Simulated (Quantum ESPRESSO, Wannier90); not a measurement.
**ZnS (zinc blende), plane waves to Wannier functions**

```
begin unit_cell_cart
ang
    0.0000000000    2.6936850000    2.6936850000
    2.6936850000    0.0000000000    2.6936850000
    2.6936850000    2.6936850000    0.0000000000
end unit_cell_cart
begin atoms_frac
Zn   0.0000000000  0.0000000000  0.0000000000
S   -0.2500000000 -0.2500000000 -0.2500000000
end atoms_frac
```

Structure: Materials Project mp-10695, symmetrised, not relaxed again. COD (Crystallography Open Database) has the formula in 4 space groups, this one among them (matched by group alone). Level: PBEsol, no spin polarisation, no spin-orbit coupling; pw.x of Quantum ESPRESSO at 68 Ry with PseudoDojo potentials, 10×10×10 k-points, Wannier90. Density: 10×10×10 mesh, cold smearing 0.01 Ry.

Bands 5-13 form an isolated set from -13.22 to 0.00 eV relative to the valence-band maximum (on the path) and are turned into 9 Wannier functions by minimising the spread from the start: SCDM (isolated).

**Question.** Where do the functions sit, how wide are they and what are they made of?

**Answer.** 
| functions | spread (Å²) | nearest atom, distance (Å) | second atom, distance (Å) | weight on atomic waves |
|---|---|---|---|---|
| 2 | 0.42 | Zn 0.02 | S 2.32 | Zn 3d 100 % |
| 2 | 0.41 | Zn 0.01 | S 2.33 | Zn 3d 100 % |
| 1 | 0.40 | Zn 0.01 | S 2.32 | Zn 3d 100 % |
| 4 | 1.45 | S 0.67 | Zn 1.67 | S 3p 65 %, S 3s 23 %, Zn 4s 10 % |

Ω_I = 7.12 Å², Ω_total = 7.87 Å²; the interpolated bands follow pw.x to 1.5 meV rms on the path. It is the lowest total spread that any start reached here.
